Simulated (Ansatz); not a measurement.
H (bcc (W type), Im-3m) at seven volumes, the program Ansatz at the r²SCAN level (PAW), scaled uniformly. One row is withheld.

```csv
V (Å³/atom),P (GPa)
2.662,12.42
2.750,7.74
2.838,3.62
2.925,0.00
3.013,?
3.101,-6.01
3.189,-8.50
```

Q: Fit the shown pressures and predict the withheld one.

A: P = (3/2)B₀(x^(7/2) − x^(5/2))[1 + (3/4)(B′ − 4)(x − 1)] with x = (V₀/V)^(2/3). Least squares on the six rows gives V₀ = 2.925 Å³/atom, B₀ = 113 GPa, B′ = 3.22. At V = 3.013, x = 0.9804 and P = -3.19 GPa. The run itself gave -3.19 GPa.

The cell is a constructed one: a structure type filled with these elements; the Crystallography Open Database files this formula in space group No. 229, but the cells were not matched. It is not the usual solid phase (space group No. 194). Symmetry was held in the r²SCAN relaxation. At this level the phase is mechanically unstable. The substance is a gas or liquid at ambient conditions.

Potentials: the later of the program's two PAW sets.
